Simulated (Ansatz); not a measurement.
Here is the system:

LaOF (space group R-3m)

```xyz
6
Lattice="1.9884 1.1480 6.6091 -1.9884 1.1480 6.6091 0.0000 -2.2960 6.6091" Properties=species:S:1:pos:R:3 pbc="T T T"
La     0.0000     0.0000    14.7186
La     0.0000     0.0000     5.1087
O      0.0000     0.0000    12.3477
O      0.0000     0.0000     7.4795
F      0.0000     0.0000    17.2641
F      0.0000     0.0000     2.5632
```

The atoms are displaced by Q × the pattern below (from a DFPT mode at Γ, largest move 1; Q in Å), at fixed cell. It is one choice among 2 degenerate patterns.

```csv
atom,x,y,z
La1,0.000,0.167,0.000
La2,0.000,0.167,0.000
O3,0.000,-0.263,0.000
O4,0.000,-0.263,0.000
F5,0.000,-1.000,0.000
F6,0.000,-1.000,0.000
```

Method: LDA (plane waves to 420 eV, PAW, scalar-relativistic; Ansatz, a quantum-chemistry and plane-wave program). k mesh 10×10×10 (Γ-centred), Fermi-Dirac smearing 0.05 eV. Energies are smeared free energies. LaOF is run without spin polarisation. LaOF was relaxed with its symmetry unable to fall. The zero of ΔE is the undisplaced structure.

The scan covers Q from -0.180 to 0.180 Å in 13 points.

Is the energy the same for equal positive and negative displacements?

Even: the same for both signs.

Which space group does the distorted structure have?

Cm (No. 8), lowered from R-3m.

What is the energy change at Q = 0.180 Å?

149.4 meV/cell.

What harmonic wavenumber does the curvature at Q = 0 give?

225 cm⁻¹.

(For displaced atoms, the force is minus the slope of the energy, and its curvature is a force constant, which sets phonon frequencies.)
